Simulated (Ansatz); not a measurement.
Consider the following.

ScB12:
Space group Fm-3m (No. 225); a = b = c = 7.3742 Å, α = β = γ = 90.00°

```
atom  site  symmetry       x       y       z
----  ----  --------  ------  ------  ------
Sc      4a      m-3m  0.0000  0.0000  0.0000
B      48i      m.m2  0.1692  0.1692  0.5000
```
(The calculation used a cell of 13 atoms; values per cell refer to that cell.)

This is the PBEsol-relaxed structure.

All from plane-wave PAW PBEsol (Ansatz code), unless another level is named. Estimate the highest zone-centre frequency.

1109 cm⁻¹.

And the Hill bulk and shear moduli?

224 and 191 GPa.

And the elastic constants (relaxed ions, GPa)?

C11 = 403, C12 = 134, C44 = 243.

The workflow started from a Materials Project entry (that database holds measured and hypothetical structures alike); the Crystallography Open Database files this formula in space group No. 225, but the cells were not matched. Whether it is the stable phase at ambient conditions was not checked. The cell was relaxed with PBEsol under the symmetry of its start. At this level the phase is dynamically unstable (imaginary phonons). No spin polarisation was allowed. As this level gives no gap, shear constants depend on the k-mesh and smearing (Fermi–Dirac, 0.1 eV here). As this level gives no gap, phonon frequencies hold no LO–TO term and depend on the k-mesh and smearing (Fermi–Dirac, 0.1 eV here).

Potentials: the later of the program's two PAW sets.
